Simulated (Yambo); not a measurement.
Yambo run on CaHI (space group P4/nmm, No. 129). The wavefunctions are PBEsol (Quantum ESPRESSO, PseudoDojo norm-conserving, 72 Ry, with spin-orbit coupling) ones on a 4×4×1 mesh (36 occupied bands); a = b = 3.9797 Å, c = 8.5909 Å, α = β = γ = 90.00°.

Yambo input:

```
rim_cut
gw0
dyson
el_el_corr
HF_and_locXC
cohsex
em1s
RandQpts= 1000000
RandGvec= 1 Ry
EXXRLvcs= 72 Ry
VXCRLvcs= 288 Ry
Chimod= "HARTREE"
% BndsRnXs
 1 | 310 |
%
NGsBlkXs= 6 Ry
% LongDrXs
 1.0 | 1.0 | 1.0 |
%
ExtendOut
% QPkrange
 1 | 1 | 36 | 37 |
 6 | 6 | 37 | 37 |
%
```

k points by index: 1 = Γ, 6 = M.

Resulting energies as the program prints them:

```
#    K-point    Band    Eo [eV]    E [eV]    E-Eo [eV]    Vxc [eV]    Vnlxc [eV]    Sc|Eo [eV]    Re(Z)    Im(Z)
#
    1    36    0.000000    -2.709009    -2.709009    -11.47260    -14.01168    -0.169928    1.000000    0.000000
    1    37    3.501976    3.548166    0.046189    -11.48047    -6.001727    -5.432555    1.000000    0.000000
    6    37    3.130723    2.701548    -0.429175    -9.296840    -4.736297    -4.989718    1.000000    0.000000
```
(The two width columns are left out.) Convergence of these settings isn't established.

Geometry relaxed with PBE+D3(BJ).
